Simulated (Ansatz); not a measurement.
Ru:
```cif
data_Ru2
_chemical_formula_sum 'Ru2'
_space_group_name_H-M_alt 'P63/mmc'
_space_group_IT_number 194
_space_group_name_Hall '-P 6c 2c'
_cell_length_a 2.69050
_cell_length_b 2.69050
_cell_length_c 4.25101
_cell_angle_alpha 90.000
_cell_angle_beta 90.000
_cell_angle_gamma 120.000
loop_
_atom_site_label
_atom_site_type_symbol
_atom_site_symmetry_multiplicity
_atom_site_Wyckoff_symbol
_atom_site_fract_x
_atom_site_fract_y
_atom_site_fract_z
_atom_site_occupancy
Ru1 Ru 2 c 0.33333 0.66667 0.25000 1
```

Relaxed at zero pressure with the program Ansatz at the PBEsol level (PAW).

**Question.** The volume is raised by 3 % and shape and atoms relax at that volume. What pressure results, and how do the axes share the change?

**Answer.** -9.6 GPa; a 1.0 %, b 1.0 %, c 0.9 %; the energy rises by 12 meV/atom.

**Question.** Give the new structure.

**Answer.** 
Space group P6₃/mmc (No. 194); a = b = 2.718 Å, c = 4.289 Å, α = β = 90.00°, γ = 120.00°

```tsv
atom	site	symmetry	x	y	z
Ru	2c	-6m2	0.3333	0.6667	0.2500
```

The phase is kept; no other phase was compared at this pressure.

Space group P6_3/mmc (hcp (Mg type)). Symmetry was held in the PBEsol relaxation; of distortions, only those at the zone centre were tested. No spin polarisation was allowed. Axis ratios of metals converge slowly with the k-mesh, so a and c are less sure than the volume.

Potentials: the earlier of the program's two PAW sets.
